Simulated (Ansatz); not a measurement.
# W4N: rattling a relaxed structure

The structure comes from a generated guess, relaxed at this level; another structure or a mixture of phases may lie lower.

These are results of DFT PBE, scalar-relativistic, plane waves, PAW (Ansatz 0.2.0), not measurements. Plane waves to 420 eV, a k mesh through Γ of 10×10×10 on the computed 5-atom cell and Gaussian smearing (0.10 eV); no spin polarisation.

The cell below (5 atoms, space group P-4m2 (No. 115)) is relaxed within its symmetry.

```yaml
crystal:
  lattice:
    - [4.12172, 0.00000, 0.00000]
    - [0.00000, 4.12172, 0.00000]
    - [0.00000, 0.00000, 4.19562]
  atoms:
    - { symbol: W, position: [0.00000, 0.00000, 0.00000] }
    - { symbol: W, position: [0.00000, 0.50000, 0.54911] }
    - { symbol: W, position: [0.50000, 0.00000, 0.45089] }
    - { symbol: W, position: [0.50000, 0.50000, 0.00000] }
    - { symbol: N, position: [0.50000, 0.50000, 0.50000] }
```

For the test a repeat of it with 10 atoms (edges 4.12, 4.20, 8.24 Å) was strained at random (σ = 1.5 % a component), the atoms were moved at random (σ = 0.05 Å), and all was relaxed again on a coarse 6×6×4 mesh (in the run’s order of axes) with 0.20 eV smearing, with no symmetry imposed.

Spin–orbit coupling, which can matter for W, is left out. The cell is a metal run without spin; a magnetic state may lie lower.

Q: What happens?

A: It returns, within 1 meV/atom of the unmoved cell on that mesh and with the same symmetry when read at 0.1 Å (Pmm2 at 0.01 Å, so small strains and shifts remain). No instability shows in this cell; modes of other wave vectors, which need another repeat, aren't tested. Another cell of W4N relaxed alike, in C2/m, lies 109 meV/atom lower, so this cell isn't the stable form at this level.
